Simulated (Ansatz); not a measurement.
Input and command of a calculation in Ansatz (plane waves; scalar-relativistic PAW potentials unless the input names others):

```yaml
crystal:
  lattice:
    - [7.1980982159, 0.0, 0.0]
    - [-3.5990491079, 6.233735914, 0.0]
    - [0.0, 0.0, 5.6008307167]
  atoms:
    - { symbol: Ca, position: [0.8222668604, 0.6445337208, 0.25] }
    - { symbol: Ca, position: [0.1777331396, 0.8222668604, 0.75] }
    - { symbol: Ca, position: [0.3554662792, 0.1777331396, 0.25] }
    - { symbol: Ca, position: [0.1777331396, 0.3554662792, 0.75] }
    - { symbol: Ca, position: [0.8222668604, 0.1777331396, 0.25] }
    - { symbol: Ca, position: [0.6445337208, 0.8222668604, 0.75] }
    - { symbol: Nb, position: [0.3333333333, 0.6666666667, 0.25] }
    - { symbol: Nb, position: [0.6666666667, 0.3333333333, 0.75] }
basis:
  ecutwfc: 420
kpoints:
  mp_grid: { grid: [6, 6, 8] }
hamiltonian:
  xc: pbe
scf:
  occupations: { method: fixed }
  max_iter: 75
output:
  forces: true
  eigenvalues: true
  stress: true
```

```bash
ansatz run input.yaml --threads 1 --pin off --max-ram 2560MiB --backend cpu --events-out ev --progress --plain --runs-dir out
```

Abridged log:
```
Basis set: ecut = 420 eV, 4891 PW (Γ), exchange–correlation on 100×100×80 points (8 copies of the dense FFT grid, shifted against one another)
Bands: 52, of which v1, the nominal top of the filled ones, is band 43 counted from 1 (42 counted from 0)
Symmetry: 24 space group operations
k-points: 35 of 288
SCF iter   1: F=—  HF=-20000.246602 eV  |F-HF|=—  |Δ(HF+E_count)|=         —  Δρ=4.48e-3  dr2=5.08e-2  ethr=1.77e-3  ⟨swp⟩=4.9  Hψ=6877  notcnv=0  defer=203
SCF iter   2: F=—  HF=-20000.248246 eV  |F-HF|=—  |Δ(HF+E_count)|=   1.64e-3  Δρ=2.59e-3  dr2=2.39e-2  ethr=5.91e-5  ⟨swp⟩=2.6  Hψ=2527  notcnv=0  defer=240
SCF iter   3: F=—  HF=-20000.247480 eV  |F-HF|=—  |Δ(HF+E_count)|=   7.66e-4  Δρ=1.64e-3  dr2=4.46e-3  ethr=2.78e-5  ⟨swp⟩=2.1  Hψ=2070  notcnv=0  defer=233
SCF iter   4: F=—  HF=-20000.248047 eV  |F-HF|=—  |Δ(HF+E_count)|=   5.67e-4  Δρ=4.79e-4  dr2=5.73e-4  ethr=5.18e-6  ⟨swp⟩=2.0  Hψ=1794  notcnv=0  defer=233
SCF iter   5: F=—  HF=-20000.248091 eV  |F-HF|=—  |Δ(HF+E_count)|=   4.43e-5  Δρ=8.46e-5  dr2=2.65e-5  ethr=6.67e-7  ⟨swp⟩=1.9  Hψ=1816  notcnv=0  defer=166
SCF iter   6: F=—  HF=-20000.247932 eV  |F-HF|=—  |Δ(HF+E_count)|=   1.59e-4  Δρ=1.51e-5  dr2=6.11e-7  ethr=3.08e-8  ⟨swp⟩=2.0  Hψ=2115  notcnv=0  defer=138
SCF iter   7: F=-20000.247933 eV  HF=-20000.247933 eV  |F-HF|=2.11e-8  |Δ(HF+E_count)|=   8.52e-8  Δρ=4.29e-6  dr2=5.93e-8  ethr=1.00e-12  ⟨swp⟩=7.6  Hψ=15642  notcnv=0
SCF 1 converged in 7 iterations: F = -20000.247933 eV  dr2 = 5.93e-8
SCF converged after 7 iterations
Free energy (F): -20000.247933 eV
Harris-Foulkes:  -20000.247933 eV  (|F-HF|=2.11e-8)
Internal energy: -20000.247933 eV  (E = F + TS)
E sigma→0 (E₀):  -20000.247933 eV
Fermi energy:    7.584710 eV
--- Forces (eV/Å), atoms counted from 1 ---
  atom   1  Ca     0.00000000    -0.03070821     0.00000000
  atom   2  Ca     0.02659409    -0.01535410     0.00000000
  atom   3  Ca     0.02659409     0.01535410     0.00000000
  atom   4  Ca     0.00000000     0.03070821     0.00000000
  atom   5  Ca    -0.02659409     0.01535410     0.00000000
  atom   6  Ca    -0.02659409    -0.01535410     0.00000000
  atom   7  Nb     0.00000000     0.00000000     0.00000000
  atom   8  Nb     0.00000000     0.00000000     0.00000000
--- Stress (GPa, compression-positive) ---
        0.019030       0.000000       0.000000
        0.000000       0.019030       0.000000
        0.000000       0.000000      -0.039635
  P = ⅓ Tr σ = -0.0005 GPa (-0.005 kbar)
```

Problem. What should be changed?

Solution. The fault is fixed occupations on a metal: they fill the same number of bands at every k-point, while the true filling differs from point to point (scf.occupations: {"method": "gaussian", "width": 0.1} → {"method": "fixed"}, the first being the value of the sound run). Setting it back cures it. The log, from which this was withheld above, says: «WARN: a fill by count may have filled part of one level: at k-index 19 the highest filled band, 7.447692 eV, and the lowest empty band, 7.447692 eV, stand 0.000e0 eV apart, within the solve's uncertainty, 3.162e-4 eV. If they are one level, whatever splits it, however little, can move the result. A smearing (`scf.occupations.method` with a `width`) well over the split that the run's distortions make …» The run converged all the same, with an energy at zero smearing 7.25 meV/atom above the reference's, pressure 0.00 GPa, largest force 0.031 eV/Å, no gap on the mesh, so convergence alone doesn't show that an input is right. A reference run on usual settings, whose relaxation ended at this geometry, converged, and the end of its own relaxation has pressure 0.00 GPa, largest force 0.005 eV/Å, no gap on the mesh.

It took 26 s on 1 thread of Intel(R) Xeon(R) 6975P-C (Granite Rapids), with other jobs on the host, peak memory 0.65 GiB.